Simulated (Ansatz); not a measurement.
ZnS:
```cif
data_S4Zn4
_chemical_formula_sum 'S4 Zn4'
_space_group_name_H-M_alt 'F-43m'
_space_group_IT_number 216
_space_group_name_Hall 'F -4 2 3'
_cell_length_a 5.44340
_cell_length_b 5.44340
_cell_length_c 5.44340
_cell_angle_alpha 90.000
_cell_angle_beta 90.000
_cell_angle_gamma 90.000
loop_
_atom_site_label
_atom_site_type_symbol
_atom_site_symmetry_multiplicity
_atom_site_Wyckoff_symbol
_atom_site_fract_x
_atom_site_fract_y
_atom_site_fract_z
_atom_site_occupancy
S1 S 4 c 0.25000 0.25000 0.25000 1
Zn1 Zn 4 a 0.00000 0.00000 0.00000 1
```
(The calculation used a cell of 2 atoms; values per cell refer to that cell.)

Relaxed with PBE.

Question: Decompose the optical modes at the zone centre into irreducible representations, and say which are infrared and Raman allowed.

Answer: Point group -43m: Γ_opt = T2. Infrared: T2. Raman: T2.

Question: Assign frequencies (DFPT, DFT-PBE in the program Ansatz with PAW potentials; without the LO–TO term).

Answer: T2 260 cm⁻¹.

The PBE relaxation kept the symmetry of its start; phonons on a q-mesh show no instability.

Potentials: the later of the program's two PAW sets.
